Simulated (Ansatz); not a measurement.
The relaxed structure here is a generated cell of FeCo: the first start was made by placing the elements on the sites of a structure type, and the end was not matched to a known phase here, so it may be hypothetical. Known forms of FeCo include space group No. 221.

A relaxed structure of FeCo. Space group F-43m (No. 216), zinc blende type. Calculation: PBEsol (plane waves to 420 eV, PAW, scalar-relativistic; Ansatz, a first-principles code).

```cif
data_CoFe
_chemical_formula_sum 'Co1 Fe1'
_space_group_name_H-M_alt 'P 1'
_space_group_IT_number 1
_cell_length_a 3.40543
_cell_length_b 3.40543
_cell_length_c 3.40543
_cell_angle_alpha 60.000
_cell_angle_beta 60.000
_cell_angle_gamma 60.000
loop_
_space_group_symop_operation_xyz
  'x, y, z'
loop_
_atom_site_label
_atom_site_type_symbol
_atom_site_fract_x
_atom_site_fract_y
_atom_site_fract_z
_atom_site_occupancy
Co1 Co 0.75000 0.75000 0.75000 1
Fe1 Fe 0.00000 0.00000 0.00000 1
```

```yaml
volume_per_atom: 13.96 Å³
density: 6.83 g/cm³
band_gap: no gap (metallic)
magnetic_moment: zero (the starting moments vanished)
shortest_distances: Co–Fe 2.09 Å; Co–Co 3.41 Å; Fe–Fe 3.41 Å
k-mesh: 17×17×17
```

No spin polarisation in the result: the starting moments vanished. A magnetic state may lie lower.

The run could not lose the symmetry of its start: the end is stationary, and may be a saddle point rather than a minimum.

All atoms sit on sites fixed by symmetry, so only the cell could relax.
